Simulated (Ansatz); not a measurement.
**ZnS: two-dimensional strain map**

Method: Ansatz 0.2.0, DFT r2SCAN, scalar-relativistic, plane waves, PAW. Cutoff 500 eV, Γ-centred 6×6×2 k-points, Gaussian smearing of 0.05 eV. No spin polarisation. Energies are free energies at this smearing, counted from the undisturbed cell; pressure is positive in compression.

Reference structure (relaxed at this level):

```yaml
crystal:
  lattice:
    - [3.80874, 0.00000, 0.00000]
    - [-1.90437, 3.29846, 0.00000]
    - [0.00000, 0.00000, 12.46647]
  atoms:
    - { symbol: Zn, position: [0.00000, 0.00000, 0.00011] }
    - { symbol: Zn, position: [0.00000, 0.00000, 0.50011] }
    - { symbol: Zn, position: [0.33333, 0.66667, 0.25007] }
    - { symbol: Zn, position: [0.66667, 0.33333, 0.75007] }
    - { symbol: S, position: [0.00000, 0.00000, 0.18724] }
    - { symbol: S, position: [0.00000, 0.00000, 0.68724] }
    - { symbol: S, position: [0.33333, 0.66667, 0.43758] }
    - { symbol: S, position: [0.66667, 0.33333, 0.93758] }
```

The cell is strained by p along both x and y and by q along z, fractional coordinates fixed. Points are written (p, q).

Energy above the undisturbed cell in meV/atom (a dash: not computed):

| p \ q | -0.030 | -0.015 | 0.000 | 0.015 | 0.030 |
| --- | --- | --- | --- | --- | --- |
| -0.030 | 43.0 | 31.0 | 24.8 | 23.7 | 26.9 |
| -0.015 | 20.2 | 10.2 | ? | 6.6 | 11.5 |
| 0.000 | 10.8 | 2.6 | 0.0 | 2.3 | 8.9 |
| 0.015 | ? | 6.3 | ? | 9.2 | 17.3 |
| 0.030 | 24.8 | 19.9 | ? | 25.8 | 35.2 |

Problem. Fill in the withheld energies.

Solution. (-0.015, 0.000): 5.9; (0.015, -0.030): 12.9; (0.015, 0.000): 5.4; (0.030, 0.000): 20.5.